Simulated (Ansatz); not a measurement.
PbF$_{2}$ (fluorite)

```xyz
3
Lattice="0.0000 3.0004 3.0004 3.0004 0.0000 3.0004 3.0004 3.0004 0.0000" Properties=species:S:1:pos:R:3 pbc="T T T"
Pb     0.0000     0.0000     0.0000
F      4.5006     4.5006     4.5006
F      1.5002     1.5002     1.5002
```

Scan: atom 1 (Pb, nearest neighbour F at 2.598 Å; its periodic images, 4.2 Å or more away, move with it) is displaced towards the nearest neighbour, direction (-0.577, 0.577, 0.577) in Cartesian axes, by s. The other atoms stay.

Computed with PBE (plane waves to 420 eV, PAW, scalar-relativistic; Ansatz, a quantum-chemistry and plane-wave program). k mesh 8×8×8 (Γ-centred), Fermi-Dirac smearing 0.05 eV. F∥ is the force on the atom along that direction. PbF2 was relaxed with its symmetry unable to fall. Spin-orbit coupling is left out, though Pb is heavy. 

| s (Å) | F∥ (eV/Å) |
|---|---|
| -0.260 | 0.437 |
| -0.208 | 0.300 |
| -0.156 | 0.197 |
| -0.104 | 0.119 |
| -0.052 | 0.056 |
| 0.000 | 0.000 |
| 0.052 | -0.056 |
| 0.104 | -0.119 |
| 0.156 | -0.197 |
| 0.208 | -0.300 |
| 0.260 | -0.438 |

Question: What is the force constant k = d²E/ds² of this move at s = 0?

Answer: 1.05 eV/Å². The forces along the line at the two nearest points give (0.056 − (-0.056)) / (2·0.052) = 1.08 eV/Å²; the next pair corrects for the finite step.

(A displaced cell: forces are minus the slopes of the energy, force constants its curvatures, and phonons follow from these.)
